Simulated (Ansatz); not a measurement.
This cell of Mg (hcp, Mg type) is off equilibrium:

```yaml
crystal:
  lattice:
    - [6.37233, 0.00000, 0.00000]
    - [-1.59308, 2.75930, 0.00000]
    - [0.00000, 0.00000, 5.22349]
  atoms:
    - { symbol: Mg, position: [0.16667, 0.66667, 0.75000] }
    - { symbol: Mg, position: [0.62093, 0.59971, 0.71463] }
    - { symbol: Mg, position: [0.33333, 0.33333, 0.25000] }
    - { symbol: Mg, position: [0.83333, 0.33333, 0.25000] }
```

The numbers are results of PBE (plane waves to 420 eV, PAW, scalar-relativistic; Ansatz, a first-principles code), not measurements. k mesh 7×14×7 (Γ-centred), Fermi-Dirac smearing 0.05 eV. E stands for the smeared free energy. Compression counts positive. With partly filled bands, energies and forces of such displacements shift with the k mesh and the smearing. Mg was relaxed with its symmetry unable to fall. The PAW data are Ansatz's earlier set.

Task: Predict the force on every atom, in eV/Å.

Result: 
| atom | Fx | Fy | Fz |
|---|---|---|---|
| Mg1 | -0.441 | -0.328 | 0.030 |
| Mg2 | 0.622 | 0.463 | 0.493 |
| Mg3 | -0.166 | -0.080 | -0.283 |
| Mg4 | -0.014 | -0.055 | -0.240 |

Task: In it atom 2 sits (-0.185, -0.185, -0.185) Å away from its relaxed site. What is its energy relative to the relaxed cell?

Result: 140 meV/cell.

(For displaced atoms, the force is minus the slope of the energy, and its curvature is a force constant, which sets phonon frequencies.)
